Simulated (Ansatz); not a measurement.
SiC (4H type, space group P6_3mc)

```
CELL_PARAMETERS angstrom
      3.09412     0.00000     0.00000
     -1.54706     2.67959     0.00000
      0.00000     0.00000    10.12917
ATOMIC_POSITIONS crystal
  Si 0.00000 0.00000 0.00031
  Si 0.00000 0.00000 0.50031
  Si 0.66667 0.33333 0.75025
  Si 0.33333 0.66667 0.25025
  C  0.00000 0.00000 0.81285
  C  0.00000 0.00000 0.31285
  C  0.66667 0.33333 0.56221
  C  0.33333 0.66667 0.06221
```

E(V) scan at fixed shape, V₀ the volume above. The atoms relax within the cell's symmetry.

Method: PBE (plane waves to 420 eV, PAW, scalar-relativistic; Ansatz, a first-principles code). k mesh 12×12×4 (Γ-centred), Fermi-Dirac smearing 0.05 eV. The energy includes the smearing's −TS. Stress and pressure are positive under compression. SiC was relaxed with its symmetry unable to fall. The PAW data are Ansatz's earlier set. ΔE is measured from the relaxed starting cell.

Q: Predict the ΔE (meV/atom) and P (GPa) at V/V₀ = 0.940, 0.952, 0.988, 1.024, 1.036.

A: 
```json
[
 {"V/V₀": "0.940", "ΔE (meV/atom)": "27.9", "P (GPa)": "14.9"},
 {"V/V₀": "0.952", "ΔE (meV/atom)": "17.5", "P (GPa)": "11.6"},
 {"V/V₀": "0.988", "ΔE (meV/atom)": "1.0", "P (GPa)": "2.6"},
 {"V/V₀": "1.024", "ΔE (meV/atom)": "3.9", "P (GPa)": "-4.8"},
 {"V/V₀": "1.036", "ΔE (meV/atom)": "8.5", "P (GPa)": "-7.0"}
]
```

(A scan under strain: stresses follow from slopes of the energy per volume, elastic moduli from its curvatures.)
